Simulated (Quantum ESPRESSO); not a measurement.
```
La2GeI2
1.0
    4.43440     0.00000     0.00000
   -2.21720     3.84030     0.00000
    0.00000     0.00000    23.90000
Ge I La
1 2 2
Direct
  0.00000   0.00000   0.00000
  0.66667   0.33333   0.84615
  0.33333   0.66667   0.15385
  0.33333   0.66667   0.93037
  0.66667   0.33333   0.06963
```

The layer was cut from Materials Project entry mp-570597 and relaxed with PBEsol in a cell 23.9 Å high, with the Coulomb interaction truncated along z.

Question: What does norm-conserving PBEsol (Quantum ESPRESSO, 110 Ry, scalar-relativistic) give for the electronic structure near the Fermi level?

Answer: The PBEsol gap is direct, 0.33 eV at M. Another valence extremum on the path lies within 0.02 eV, too close to call. The valence-band maximum lies 4.81 eV below the vacuum level. Without spin-orbit coupling, band edges of such heavy elements can be off by tenths of an eV. The 4f states are in the valence at their DFT position. So small a PBEsol gap in heavy elements may be inverted, where one-shot corrections to single bands mislead.

This is a model layer cut from the bulk structure; whether it is stable on its own was not checked.
